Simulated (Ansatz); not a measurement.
PbSe:
```
CELL_PARAMETERS angstrom
      0.00000     3.10860     3.10860
      3.10860     0.00000     3.10860
      3.10860     3.10860     0.00000
ATOMIC_POSITIONS crystal
  Pb 0.50000 0.50000 0.50000
  Se 0.00000 0.00000 0.00000
```

Relaxed with PBE. Special points in fractions of this cell's reciprocal vectors: Γ (0.000, 0.000, 0.000); X (0.500, 0.000, 0.500); U (0.625, 0.250, 0.625); K (0.375, 0.375, 0.750); L (0.500, 0.500, 0.500); W (0.500, 0.250, 0.750).

Question: List the band energies nearest the valence-band maximum at these points for PBE in the plane-wave PAW code Ansatz.

Answer: In eV from the valence-band maximum; about four levels below and three above (degenerate sets whole), none deeper than 8.9 eV; points with the same levels are listed once.

```csv
k,below,above
Γ,-6.34 -1.64 -1.64 -1.64,4.64 4.64 4.64
X,-7.27 -4.57 -2.92 -2.92,3.92 5.46 5.46
U,-7.83 -4.19 -2.44 -2.18,3.40 3.98 5.35
L,-8.51 -1.27 -1.27 0.00,0.43 1.82 1.82
W,-7.81 -3.86 -3.86 -0.68,1.95 4.94 4.94
```

Space group Fm-3m (rock salt). The PBE relaxation kept the symmetry of its start. Spin–orbit coupling is left out wherever it is not named.

Potentials: the later of the program's two PAW sets.
